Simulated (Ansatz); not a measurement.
Sr₃Li₄Sb₄:
```
CELL_PARAMETERS angstrom
     -2.35129     3.64789     7.72993
      2.35129    -3.64789     7.72993
      2.35129     3.64789    -7.72993
ATOMIC_POSITIONS crystal
  Sr 0.00000 0.50000 0.50000
  Sb 0.69446 0.00000 0.69446
  Sb 0.30554 0.00000 0.30554
  Sb 0.21401 0.71401 0.50000
  Sb 0.78599 0.28599 0.50000
  Sr 0.63028 0.63028 0.00000
  Sr 0.36972 0.36972 0.00000
  Li 0.98252 0.17467 0.80784
  Li 0.63317 0.82533 0.80784
  Li 0.36683 0.17467 0.19216
  Li 0.01748 0.82533 0.19216
```

Relaxed with LDA. Special points in fractions of this cell's reciprocal vectors: Γ (0.000, 0.000, 0.000); X (0.500, 0.500, -0.500); F2 (0.273, 0.727, -0.273); Σ0 (-0.273, 0.273, 0.273); Y0 (0.306, -0.306, 0.306); U0 (0.694, 0.306, -0.306); R (0.000, 0.500, 0.000); W (0.250, 0.250, 0.250); S (0.500, 0.000, 0.000); T (0.000, 0.000, 0.500).

Q: List the band energies nearest the Fermi level at these points for LDA (plane waves, PAW; program Ansatz).

A: In eV from the Fermi level; about four levels below and three above (degenerate sets whole), none deeper than 8.9 eV; points with the same levels are listed once.

| k | below | above |
|---|---|---|
| Γ | -1.01 -0.88 -0.08 -0.05 | 0.07 0.89 1.33 |
| X | -1.50 -1.50 -0.84 -0.48 | 0.34 0.69 2.03 |
| F2 | -1.39 -1.33 -1.19 -1.16 | 1.43 1.66 2.27 |
| Y0 | -0.98 -0.42 -0.11 -0.08 | 1.13 1.99 2.38 |
| R | -1.40 -1.37 -1.33 -1.01 | 1.59 1.79 2.12 |
| W | -1.38 -1.23 -1.12 -1.03 | 0.67 1.86 2.17 |
| S | -1.25 -1.13 -0.32 -0.26 | 0.06 1.37 1.94 |
| T | -1.22 -1.21 -1.14 -0.99 | 0.71 1.75 2.57 |

Space group Immm. The workflow started from an entry of the Crystallography Open Database (COD). Its standing as an ambient phase is unchecked. Symmetry was held in the LDA relaxation; its stability against distortions is not shown here. Scalar-relativistic: spin–orbit coupling is off unless named, which matters more the heavier the elements.

Potentials: the later of the program's two PAW sets.
